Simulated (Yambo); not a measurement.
```xyz
2
Lattice="0.0000 2.0432 2.0432 2.0432 0.0000 2.0432 2.0432 2.0432 0.0000" Properties=species:S:1:pos:R:3 pbc="T T T"
O      2.0432     2.0432     2.0432
Mg     4.0865     4.0865     4.0865
```

Workflow: PBEsol (pw.x of Quantum ESPRESSO, ONCV potentials, without SOC), then G0W0 in Yambo (6×6×6 Γ-centred k mesh, bands 2 to 71 and a 14 Ry block in the screening, 71 bands in G with the Bruneval-Gonze terminator, plasmon pole fitted at 27.2 eV).

### Question
Give the PBEsol and G0W0 gaps between the band edges found on this mesh, and say where the edges lie.

### Answer
Edges: Γ → Γ. PBEsol: 5.60 eV; G0W0: 8.35 eV. Convergence of the G0W0 settings was not tested. 

Geometry strained from the cell relaxed with PBEsol, atoms relaxed again.
